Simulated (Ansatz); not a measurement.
Sensitivity of the gradients in BaTiO₃ to the input

This input was run with Ansatz:

```yaml
crystal:
  lattice:
    - [4.0076816357, 0.0, 0.0]
    - [0.0, 4.0076816357, 0.0]
    - [0.0, 0.0, 4.0076816357]
  atoms:
    - { symbol: Ba, position: [0.5, 0.5, 0.5] }
    - { symbol: Ti, position: [0.0, 0.0, 0.0] }
    - { symbol: O, position: [0.5, 0.0, 0.0] }
    - { symbol: O, position: [0.0, 0.5, 0.0] }
    - { symbol: O, position: [0.0, 0.0, 0.5] }
kpoints:
  mp_grid: { grid: [5, 5, 5] }
scf:
  occupations: { method: fermi_dirac, width: 0.02 }
  convergence: { dr2_threshold: 0.0001 }
hamiltonian:
  xc: pbe
  pseudopotentials: { kind: paw, frozen_core: stored }
output:
  forces: true
  stress: true
  populations: true
  efg: { quadrupole_moments_barn: { Ba: 0.236, Ti: 0.247, O: -0.02558 } }
```

It converged. Of its output the block on the nuclei alone is shown, without the SCF iterations, energies, forces and stress (one atom of each set):

```
--- PAW observables at the nuclei: V_zz in 10²¹ V/m², potentials from the cell's mean, atoms counted from 1 ---
  atom   1  Ba V_zz =    +0.000000   η = 0.0000   by run symmetry: forbidden   C_q = +0.0000 MHz
            electrostatic potential = -9627.873886 V   contact ρ = none
  atom   2  Ti V_zz =    +0.000000   η = 0.0000   by run symmetry: forbidden   C_q = +0.0000 MHz
            electrostatic potential = -2529.995416 V   contact ρ = none
  atom   3  O  V_zz =    +2.674266   η = 0.0000   by run symmetry: allowed   C_q = -1.6541 MHz
            electrostatic potential = -628.005641 V   contact ρ = none
```

Question: Can these gradients be trusted, and how do they compare with a run on standard settings?

Answer: They agree with the standard run. Against the standard input the change is `scf.convergence.dr2_threshold`: not typed → 0.0001. A site carries the number of its first atom; V_zz in 10²¹ V/m².

| site | atom | V_zz standard | η standard | V_zz here | η here |
| --- | --- | --- | --- | --- | --- |
| O | 3 | 2.67 | 0.00 | 2.67 | 0.00 |

All printed values agree. Sites without a gradient aren't listed. SCF iterations: 6 and 6. New warnings: force scf threshold loose, stress scf threshold loose. In the changed run the SCF threshold is loose, yet the gradients stay close to the reference.

On the reference run: This high-symmetry form of BaTiO3 is unstable when cold, to polar off-centring of Ti. The symmetry of the cell holds that distortion back, wholly or in part, and it would change the field gradients, the more the larger the distortion.
